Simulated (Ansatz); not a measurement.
input.yaml (Ansatz)

```yaml
crystal:
  lattice:
    - [4.3255871841, 0.0, 0.0]
    - [0.0, 4.3255871841, 0.0]
    - [0.0, 0.0, 4.3255871841]
  atoms:
    - { symbol: Mn, position: [0.0, 0.0, 1.0], spin: 3.0 }
    - { symbol: Mn, position: [0.5, 0.5, 0.5], spin: 3.0 }
    - { symbol: Mn, position: [0.25, 0.0, 0.5], spin: 3.0 }
    - { symbol: Mn, position: [0.75, 0.0, 0.5], spin: 3.0 }
    - { symbol: Mn, position: [0.5, 0.25, 1.0], spin: 3.0 }
    - { symbol: Mn, position: [0.5, 0.75, 0.0], spin: 3.0 }
    - { symbol: Mn, position: [1.0, 0.5, 0.25], spin: 3.0 }
    - { symbol: Mn, position: [1.0, 0.5, 0.75], spin: 3.0 }
hamiltonian:
  xc: lda
  pseudopotentials:
    kind: paw
    azcp:
      Mn: "pseudopotentials/Mn.paw.azcp"
basis:
  ecutwfc: 420
  fft_grid_basis: typed
kpoints:
  mp_grid: { grid: [8, 8, 8], shift: [0, 0, 0] }
magnetization:
  spin_polarized: true
scf:
  occupations: { method: fermi_dirac, width: 0.05 }
```

Terminal output

```
Warning: the record states the generating functional pbe (its physics header spells it `PBE`), which answers neither for hamiltonian.xc's functional nor for the lda family's — results may be inconsistent (PPs are generated against a specific XC)
Engine: ansatz 0.2.0, x86_64-unknown-linux-gnu
Pseudopotentials: kind: paw
Pseudopotential: Mn, paw, valence charge 15, recommended cutoff 420 eV (normal) 
Functional definition: SPW92
  exchange = slater_x
  correlation = pw_c
Crystal: 8 atoms, lattice volume = 80.935 Å³
Basis set: ecut = 420 eV, 1575 PW (Γ)
Bands: 87, of which v1, the nominal top of the filled ones, is band 60 counted from 1 (59 counted from 0)
Symmetry: 48 space group operations
Space group: Pm-3n (ITA 223), of the structure as read, at distance tolerance 4.3e-5 Å
Magnetic group: BNS 223.104 (UNI 1606), of the structure as read, at distance tolerance 4.3e-5 Å
k-points: 35 of 512
Non-local potential: Mn, projectors of the file, l = 0: 3, l = 1: 2, l = 2: 3, l = 3: 1
PAW form: soft (Blöchl's): semilocal exchange-correlation on the pseudo side does not see the compensation charge
PAW frozen core: Mn, regenerated for the run's functional, and the local potential with it (the file was generated under x = pbe(κ = 0.804, μ = 0.2195149727645171), c = pbe(β = 0.06672455060314922))
PAW one-centre angular grid: Mn, 590 points (default); XC on 64 Gauss nodes
Initial density: superposition of atomic densities (chi_scale 0.1, normalization cell)
Starting moments: Σ|m| = 24 μB on 8 of 8 sites
Initial wavefunctions: pseudopotential atomic-orbital guess
Functional: x = slater, c = lda
SCF iter   1: F=—  HF=-30743.864578 eV  |F-HF|=—  |Δ(HF+E_count)|=         —  Δρ=3.89e-1 (↑3.89e-1 ↓2.03e-1)  dr2=2.61e1  dr2_m=6.26e1  M=2.536 μB ∫|m|=2.583 μB  β_m=0.30  ethr=3.10e-3  ⟨swp⟩=4.9  Hψ=19005  notcnv=0  defer=129
Mixer restart at iter 1: flushing history
spin=Collinear: Kerker preconditioning applied to the charge; magnetization (m = ρ↑ − ρ↓) channel mixes plain (no charge-response kernel on spin).
SCF iter   2: F=—  HF=-30727.733294 eV  |F-HF|=—  |Δ(HF+E_count)|=    1.61e1  Δρ=2.33e-1 (↑2.33e-1 ↓1.65e-1)  dr2=4.17e0  dr2_m=2.89e1  M=2.965 μB ∫|m|=2.982 μB  β_m=0.55  ethr=3.10e-3  ⟨swp⟩=3.5  Hψ=12771  notcnv=0  defer=718
SCF iter   3: F=—  HF=-30729.664245 eV  |F-HF|=—  |Δ(HF+E_count)|=    1.93e0  Δρ=5.12e-2 (↑5.12e-2 ↓5.12e-2)  dr2=4.55e-2  dr2_m=1.93e0  M=2.072 μB ∫|m|=2.087 μB  β_m=0.65  ethr=3.10e-3  ⟨swp⟩=2.9  Hψ=8575  notcnv=0  defer=720
SCF iter   4: F=—  HF=-30730.722906 eV  |F-HF|=—  |Δ(HF+E_count)|=    1.06e0  Δρ=2.34e-2 (↑7.74e-3 ↓2.34e-2)  dr2=2.67e-1  dr2_m=1.45e-1  M=0.871 μB ∫|m|=0.895 μB  β_m=0.82  ethr=3.79e-5  ⟨swp⟩=3.0  Hψ=12362  notcnv=0  defer=716
SCF iter   5: F=—  HF=-30730.601542 eV  |F-HF|=—  |Δ(HF+E_count)|=   1.21e-1  Δρ=9.08e-3 (↑9.08e-3 ↓8.54e-3)  dr2=1.60e-1  dr2_m=2.63e-3  M=-0.077 μB ∫|m|=0.077 μB  β_m=0.71  ethr=3.79e-5  ⟨swp⟩=3.0  Hψ=13117  notcnv=0  defer=675
SCF iter   6: F=—  HF=-30730.627065 eV  |F-HF|=—  |Δ(HF+E_count)|=   2.55e-2  Δρ=5.13e-3 (↑4.06e-3 ↓5.13e-3)  dr2=3.49e-2  dr2_m=8.00e-4  M=-0.063 μB ∫|m|=0.063 μB  β_m=0.80  ethr=3.79e-5  ⟨swp⟩=2.9  Hψ=12176  notcnv=0  defer=630
SCF iter   7: F=—  HF=-30730.647363 eV  |F-HF|=—  |Δ(HF+E_count)|=   2.03e-2  Δρ=2.73e-3 (↑2.45e-3 ↓2.73e-3)  dr2=1.57e-4  dr2_m=4.93e-3  M=0.122 μB ∫|m|=0.125 μB  β_m=0.90  ethr=2.91e-5  ⟨swp⟩=2.3  Hψ=9804  notcnv=0  defer=617
SCF iter   8: F=—  HF=-30730.646963 eV  |F-HF|=—  |Δ(HF+E_count)|=   4.00e-4  Δρ=8.12e-4 (↑8.12e-4 ↓7.96e-4)  dr2=2.46e-6  dr2_m=4.79e-4  M=0.035 μB ∫|m|=0.036 μB  β_m=0.95  ethr=1.31e-7  ⟨swp⟩=2.4  Hψ=10662  notcnv=0  defer=617
SCF iter   9: F=—  HF=-30730.646915 eV  |F-HF|=—  |Δ(HF+E_count)|=   4.81e-5  Δρ=7.33e-5 (↑7.33e-5 ↓5.23e-5)  dr2=9.20e-6  dr2_m=5.33e-7  M=0.002 μB ∫|m|=0.002 μB  β_m=0.98  ethr=2.05e-9  ⟨swp⟩=2.9  Hψ=11435  notcnv=0  defer=617
SCF iter  10: F=—  HF=-30730.646916 eV  |F-HF|=—  |Δ(HF+E_count)|=   1.13e-6  Δρ=1.95e-5 (↑1.95e-5 ↓1.61e-5)  dr2=4.22e-7  dr2_m=1.41e-7  M=0.001 μB ∫|m|=0.001 μB  β_m=0.99  ethr=2.05e-9  ⟨swp⟩=2.0  Hψ=8963  notcnv=0  defer=617
SCF iter  11: F=—  HF=-30730.646916 eV  |F-HF|=—  |Δ(HF+E_count)|=   9.38e-8  Δρ=9.13e-6 (↑9.13e-6 ↓6.94e-6)  dr2=1.85e-7  dr2_m=1.03e-9  M=-0.000 μB ∫|m|=0.000 μB  β_m=0.99  ethr=3.52e-10  ⟨swp⟩=2.0  Hψ=8151  notcnv=0  defer=617
SCF iter  12: F=—  HF=-30730.646916 eV  |F-HF|=—  |Δ(HF+E_count)|=   2.63e-8  Δρ=5.93e-6 (↑5.93e-6 ↓4.10e-6)  dr2=8.02e-8  dr2_m=6.38e-10  M=-0.000 μB ∫|m|=0.000 μB  β_m=0.95  ethr=1.54e-10  ⟨swp⟩=1.4  Hψ=6160  notcnv=0  defer=617
SCF iter  13: F=—  HF=-30730.646916 eV  |F-HF|=—  |Δ(HF+E_count)|=   8.29e-9  Δρ=1.10e-6 (↑3.86e-7 ↓1.10e-6)  dr2=1.10e-9  dr2_m=1.88e-10  M=-0.000 μB ∫|m|=0.000 μB  β_m=0.97  ethr=6.68e-11  ⟨swp⟩=2.1  Hψ=7440  notcnv=0  defer=617
SCF iter  14: F=-30730.646916 eV  HF=-30730.646916 eV  |F-HF|=1.77e-8  |Δ(HF+E_count)|=   1.36e-9  Δρ=2.40e-6 (↑2.17e-6 ↓2.40e-6)  dr2=1.88e-8  dr2_m=1.27e-11  M=-0.000 μB ∫|m|=0.000 μB  ethr=1.00e-12  ⟨swp⟩=1.9  Hψ=14749  notcnv=0
SCF 1 converged in 14 iterations: F = -30730.646916 eV  dr2 = 1.88e-8
WARN: the starting moments were not kept: the SCF closed with an absolute magnetisation of 2.2e-5 μB, where they sum to 24 μB in size (8 sites). That is at most 0.1 of that sum. Measured as dr2_m measures the in/out step, that magnetisation stands 2.2e-10 eV from none, at or under the dr2_threshold of 1.0e-7 eV: it is no larger than a step whose dr2_m would equal this threshold. The system may hold no moment; this SCF shows only that its start led to no more than that. To try another start: raise the starting moments (crystal.atoms[].spin, magnetization.per_species, magnetization.initial_magnetization, or on a non-collinear deck that types none of these the spinor_matrix: blocks that start its atoms; where the total moment is fixed, keep their sum and leave initial_magnetization as it is; typed ones take the place of any that the run laid by itself, positive ones on a crystal's lanthanoids without a Hubbard term where scf.initial_density.shell_occupations: [] is typed) or, if the notice of its spin-set hold's release reads "site moments contracting" or "site moments show no strong build", lengthen the hold (scf.mixing.spin_hold: { on: { confirm: 4 } }; for m-r²SCAN on two components see the key's manual first). Each may lead to a state that holds a moment. A second SCF, from the converged charge density, with the starting moments and any scf.initial_density.shell_occupations laid on it anew, would have followed, and was not run: the deck does not ask for one (magnetization.retry_lost_moments is false, the default). To let it run, set magnetization.retry_lost_moments: true and run the deck again, where that key's refused combinations let it; where memory then withholds it, that run's warning says so.
SCF converged after 14 iterations
Magnetization: -0.0000 μB (60.0000 up, 60.0000 down)
Absolute magnetization: 0.0000 μB (∫|ρ↑−ρ↓|, with the PAW one-centre terms)
Spin contamination: 0.0000 ħ² per cell (⟨S²⟩ above its minimum at these occupations)
Per-site moments (μB) at R_I (Å): [(-8.422835684317722e-6, 0.9974566579569794), (-8.422835684558656e-6, 0.9974566579569794), (-4.817022412780364e-7, 0.8921523567206251), (-4.817022411202468e-7, 0.8921523567206251), (-4.817022413625806e-7, 0.8921523567206251), (-4.817022416189538e-7, 0.8921523567206251), (-4.817022412953173e-7, 0.8921523567206251), (-4.817022413928021e-7, 0.8921523567206251)]
Free energy (F): -30730.646916 eV
Harris-Foulkes:  -30730.646916 eV  (|F-HF|=1.77e-8)
Internal energy: -30730.535148 eV  (E = F + TS)
E sigma→0 (E₀):  -30730.591032 eV
Entropy (-TS):   -0.111769 eV (-13.971 meV/atom)
Fermi energy:    21.643393 eV
--- Per-component energies (eV) ---
  E_band       = -1114.480895
  E_kinetic    = 2488.550356
  E_local      = -12093.051802  (includes V_loc(G=0)·N_el)
  E_nonlocal   = 1925.986231
  E_hartree    = 5051.443994
  E_xc         = -929.468102
  E_vxc        = -1196.662427  (∫ρ·V_xc dr)
  E_paw        = -9909.469162  (= ΣΔE_a)
  E_vpaw       = -2342.190773  (= ΣTr[D̂ρ^β])
  E_aug_tail   = -0.000082  (compensation charges beyond the density's cutoff)
  E_ewald      = -17267.598206
  E_core_change = 3.071624  (= ΣΔE_core)
  E_smearing   = -0.111769  (= −TS)
  E_closure    = 0.000000  (closes the sum)
  Σ components = -30730.646916   (vs F -30730.646916, Δ=0.00e0)
```
